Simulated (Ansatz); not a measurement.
Nb₄GaSe₈:
```cif
data_GaNb4Se8
_chemical_formula_sum 'Nb4 Ga1 Se8'
_space_group_name_H-M_alt 'P 1'
_space_group_IT_number 1
_cell_length_a 7.41618
_cell_length_b 7.41618
_cell_length_c 7.41618
_cell_angle_alpha 60.000
_cell_angle_beta 60.000
_cell_angle_gamma 60.000
loop_
_space_group_symop_operation_xyz
  'x, y, z'
loop_
_atom_site_label
_atom_site_type_symbol
_atom_site_fract_x
_atom_site_fract_y
_atom_site_fract_z
_atom_site_occupancy
Nb1 Nb 0.14727 0.14727 0.55819 1
Nb2 Nb 0.14727 0.55819 0.14727 1
Nb3 Nb 0.55819 0.14727 0.14727 1
Nb4 Nb 0.14727 0.14727 0.14727 1
Ga1 Ga 0.75000 0.75000 0.75000 1
Se1 Se 0.88401 0.88401 0.34797 1
Se2 Se 0.88401 0.34797 0.88401 1
Se3 Se 0.34797 0.88401 0.88401 1
Se4 Se 0.88401 0.88401 0.88401 1
Se5 Se 0.38431 0.38431 0.38431 1
Se6 Se 0.38431 0.38431 0.84708 1
Se7 Se 0.38431 0.84708 0.38431 1
Se8 Se 0.84708 0.38431 0.38431 1
```

Relaxed with r²SCAN.

Q: Which orbitals make up the states near the Fermi level in r²SCAN in the plane-wave PAW code Ansatz?

A: Within 0.5 eV of the Fermi level: Nb 4d 83 %, Se 4p 12 %. Projections are on Löwdin-orthogonalised atomic valence shells; empty p or d shells of many metals are not among them.

Q: Tabulate the density of states.

A: States/eV per cell of 13 atoms, in 0.25 eV bins, energy from the Fermi level.

```csv
E (eV),total,Se 4p,Nb 4d,Ga 4p
-7.85,0.57,0.31,0.04,0.00
-7.60,1.11,0.60,0.07,0.01
-7.35,2.32,1.21,0.14,0.02
-7.10,3.41,1.70,0.19,0.02
-6.85,0.52,0.25,0.03,0.00
-6.60,0.00,0.00,0.00,0.00
-6.35,0.00,0.00,0.00,0.00
-6.10,0.51,0.33,0.09,0.03
-5.85,4.49,2.92,0.92,0.26
-5.60,9.59,6.43,1.87,0.33
-5.35,9.07,6.05,1.61,0.39
-5.10,8.79,5.74,1.74,0.27
-4.85,13.31,9.29,2.59,0.25
-4.60,8.93,6.11,1.97,0.11
-4.35,6.75,4.40,1.59,0.29
-4.10,10.23,6.67,2.42,0.54
-3.85,8.60,5.58,2.14,0.26
-3.60,13.78,9.29,3.43,0.27
-3.35,24.39,16.20,6.97,0.31
-3.10,18.61,13.06,4.45,0.24
-2.85,7.63,5.48,1.72,0.08
-2.60,5.78,4.19,1.29,0.07
-2.35,13.02,10.21,2.14,0.17
-2.10,9.76,8.08,1.19,0.15
-1.85,7.80,6.07,1.24,0.19
-1.60,5.24,3.03,1.86,0.12
-1.35,5.58,2.32,2.89,0.10
-1.10,0.39,0.10,0.28,0.00
-0.85,5.89,1.08,4.67,0.00
-0.60,9.87,1.81,7.86,0.01
-0.35,0.00,0.00,0.00,0.00
-0.10,4.84,0.56,3.99,0.09
0.15,17.96,2.20,14.86,0.15
0.40,1.19,0.16,1.00,0.00
0.65,0.00,0.00,0.00,0.00
0.90,0.07,0.02,0.01,0.00
1.15,2.29,0.55,0.70,0.16
1.40,4.99,0.80,2.81,0.25
1.65,0.65,0.10,0.42,0.02
1.90,13.08,1.06,9.69,0.83
2.15,10.19,1.82,7.07,0.46
2.40,23.95,5.82,16.02,0.44
2.65,13.69,4.01,8.03,0.31
2.90,6.78,2.18,4.08,0.04
3.15,11.29,3.89,6.13,0.10
3.40,8.12,2.86,4.16,0.12
3.65,7.78,2.41,3.33,0.53
3.90,3.49,1.11,1.23,0.30
4.15,9.22,3.14,3.55,0.66
4.40,7.03,2.54,2.75,0.46
4.65,2.32,0.53,0.35,0.64
```

Space group F-43m. The workflow started from a Materials Project entry (that database holds measured and hypothetical structures alike); the Crystallography Open Database files this formula in space group No. 216, but the cells were not matched. Its standing as an ambient phase is unchecked. Symmetry was held in the r²SCAN relaxation; whether a distortion lowers the energy is not shown. The run is not spin-polarised. With an odd number of electrons in the cell and no spin polarisation, the count alone makes it a metal. Spin–orbit coupling is left out wherever it is not named.

Potentials: the earlier of the program's two PAW sets.
